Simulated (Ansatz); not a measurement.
Lu:
Space group P6₃/mmc (No. 194); a = 3.4971 Å, b = 3.4971 Å, c = 5.4402 Å, α = 90.00°, β = 90.00°, γ = 120.00°

```json
[
 {"atom": "Lu", "site": "2d", "symmetry": "-6m2", "x": "0.6667", "y": "0.3333", "z": "0.2500"}
]
```

Relaxed with r²SCAN+D4.

### Question
Which orbitals make up the states near the Fermi level in r²SCAN+D4 (plane waves, PAW; program Ansatz)?

### Answer
Within 0.5 eV of the Fermi level: Lu 5d 88 %, outside the projected shells 7 %. Projections are on Löwdin-orthogonalised atomic valence shells; empty p or d shells of many metals are not among them.

### Question
Tabulate the density of states.

### Answer
States/eV per cell of 2 atoms, in 0.25 eV bins, energy from the Fermi level.

| E (eV) | total | Lu 4f | Lu 5d | Lu 6s |
|---|---|---|---|---|
| -6.45 | 0.00 | 0.00 | 0.00 | 0.00 |
| -6.20 | 0.06 | 0.00 | 0.00 | 0.06 |
| -5.95 | 0.13 | 0.00 | 0.00 | 0.12 |
| -5.70 | 0.17 | 0.00 | 0.00 | 0.16 |
| -5.45 | 0.22 | 0.00 | 0.01 | 0.20 |
| -5.20 | 0.32 | 0.06 | 0.02 | 0.23 |
| -4.95 | 112.04 | 111.62 | 0.14 | 0.28 |
| -4.70 | 0.48 | 0.18 | 0.04 | 0.25 |
| -4.45 | 0.38 | 0.02 | 0.06 | 0.29 |
| -4.20 | 0.42 | 0.00 | 0.09 | 0.31 |
| -3.95 | 0.46 | 0.00 | 0.12 | 0.33 |
| -3.70 | 0.52 | 0.00 | 0.16 | 0.34 |
| -3.45 | 0.58 | 0.00 | 0.20 | 0.35 |
| -3.20 | 0.66 | 0.00 | 0.27 | 0.36 |
| -2.95 | 0.76 | 0.00 | 0.36 | 0.37 |
| -2.70 | 0.92 | 0.00 | 0.50 | 0.38 |
| -2.45 | 1.27 | 0.00 | 0.81 | 0.41 |
| -2.20 | 1.29 | 0.00 | 0.90 | 0.34 |
| -1.95 | 1.25 | 0.00 | 0.93 | 0.28 |
| -1.70 | 1.25 | 0.00 | 0.98 | 0.23 |
| -1.45 | 1.39 | 0.00 | 1.13 | 0.20 |
| -1.20 | 1.42 | 0.00 | 1.21 | 0.16 |
| -0.95 | 1.43 | 0.00 | 1.27 | 0.10 |
| -0.70 | 1.88 | 0.00 | 1.79 | 0.04 |
| -0.45 | 2.71 | 0.00 | 2.47 | 0.11 |
| -0.20 | 3.02 | 0.01 | 2.70 | 0.11 |
| 0.05 | 3.72 | 0.01 | 3.19 | 0.15 |
| 0.30 | 2.08 | 0.01 | 1.80 | 0.10 |
| 0.55 | 1.43 | 0.00 | 1.23 | 0.07 |
| 0.80 | 1.18 | 0.00 | 1.08 | 0.04 |
| 1.05 | 1.39 | 0.00 | 1.24 | 0.04 |
| 1.30 | 2.23 | 0.00 | 1.89 | 0.10 |
| 1.55 | 3.67 | 0.01 | 3.10 | 0.19 |
| 1.80 | 3.16 | 0.01 | 2.88 | 0.13 |
| 2.05 | 3.04 | 0.00 | 2.77 | 0.16 |
| 2.30 | 2.68 | 0.00 | 2.44 | 0.13 |
| 2.55 | 2.94 | 0.00 | 2.73 | 0.09 |
| 2.80 | 3.12 | 0.00 | 2.96 | 0.05 |
| 3.05 | 1.90 | 0.00 | 1.81 | 0.02 |
| 3.30 | 1.41 | 0.00 | 1.35 | 0.02 |
| 3.55 | 1.26 | 0.00 | 1.20 | 0.02 |
| 3.80 | 1.32 | 0.00 | 1.27 | 0.01 |
| 4.05 | 1.32 | 0.00 | 1.26 | 0.02 |
| 4.30 | 1.34 | 0.00 | 1.28 | 0.02 |
| 4.55 | 1.39 | 0.00 | 1.31 | 0.03 |
| 4.80 | 1.46 | 0.00 | 1.35 | 0.05 |

Space group P6_3/mmc (hcp (Mg type)). Symmetry was held in the r²SCAN+D4 relaxation. The pairwise dispersion correction was not fitted to metals. Axis ratios of metals converge slowly with the k-mesh, so a and c are less sure than the volume. Spin–orbit coupling is left out wherever it is not named.

Potentials: the earlier of the program's two PAW sets.
